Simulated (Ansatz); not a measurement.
# Nb5N: computed properties

The calculation used DFT PBE, scalar-relativistic, plane waves, PAW in Ansatz.

Settings: cutoff 420 eV, Γ-centred mesh 12×12×4 on the computed 6-atom cell, Gaussian smearing of 0.10 eV; no spin polarisation.

The structure is relaxed at this level of theory with its symmetry kept, and needn't be the ground state of this composition.

```
Nb N
1.0
     3.33709    0.00000    0.00000
    -1.66854    2.89000    0.00000
     0.00000    0.00000   11.22274
Nb N
5 1
Direct
  0.66667 0.33333 0.00000
  0.00000 0.00000 0.79330
  0.00000 0.00000 0.20670
  0.66667 0.33333 0.39082
  0.66667 0.33333 0.60918
  0.00000 0.00000 0.00000
```

| Item | Value |
| --- | --- |
| Space group | P-6m2 (No. 187) |
| Volume per atom | 18.04 Å³ |
| Formation energy from the elements' standard states (uncorrected) | +0.122 eV/atom |
| Kohn–Sham band gap | none (metal) |
| Density of states at the Fermi level | 5.8 states/eV per cell |
| Orbital (Löwdin) character within 0.5 eV of the Fermi level | Nb 4d 91 % |
| Bader charge by site (e) | Nb (1 in the cell) 1.23, Nb (2 in the cell) 0.24, Nb (2 in the cell) -0.01, N (1 in the cell) -1.68 |

The cell was found from a structure generator's guess, not taken from experiment. Löwdin shares on free-atom orbitals overweight diffuse shells.
